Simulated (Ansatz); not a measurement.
Suppose Sm3H2 takes space group P6/mmm (No. 191), with Sm on 2d and 1b; H on 2e.

All numbers below come from Ansatz 0.2.0, DFT PBE, scalar-relativistic, plane waves, PAW, and for the lanthanide a 4f-in-core norm-conserving potential. Cutoff 690 eV, Γ-centred mesh, Gaussian smearing, no spin polarisation.

Energies over the elements count from the elements' standard structures at the same level (H₂ as a molecule), with no fitted energy shifts.

**Question.** Give the relaxed lattice parameters and positions.

**Answer.**

Space group P6/mmm (No. 191). a = 5.971 Å, b = 5.971 Å, c = 4.887 Å, α = 90.00°, β = 90.00°, γ = 120.00°
```json
{"atom": "Sm", "site": "2d", "symmetry": "-6m2", "x": "0.3333", "y": "0.6667", "z": "0.5000"}
{"atom": "Sm", "site": "1b", "symmetry": "6/mmm", "x": "0.0000", "y": "0.0000", "z": "0.5000"}
{"atom": "H", "site": "2e", "symmetry": "6mm", "x": "0.0000", "y": "0.0000", "z": "0.9250"}
```

Sm on a site of symmetry -6m2 is surrounded by 6 Sm at 3.45 Å; around Sm on a site of symmetry 6/mmm lie 2 H at 2.08 Å, 2 H at 2.81 Å and 6 Sm at 3.45 Å; around H lie 1 H at 0.73 Å and 1 Sm at 2.08 Å. Another local minimum with the same sites may exist.

**Question.** Where does its energy lie, and is it a metal?

**Answer.** The energy over the elements is +0.78 eV/atom and the gap on the 6×6×8 mesh of the 5-atom cell is 0 eV (a metal). A positive value: parting into the elements would lower its energy.

The last run used Gaussian smearing of 0.10 eV. With hydrogen, zero-point motion can shift formation energies by some tens of meV/atom. A structure relaxed within its symmetry needn't be a true minimum. Another cell of Sm3H2 relaxed alike, in P-6m2, lies 0.86 eV/atom lower, so this cell isn't the stable form at this level.

The lanthanide is trivalent by construction, without f bands, f moments or other valences. The reference runs of the other elements, and any phases without the lanthanide, used 420 eV, which shifts energies against them by under 10 meV/atom. The lanthanide's reference is the lowest of its hcp, dhcp and fcc cells.
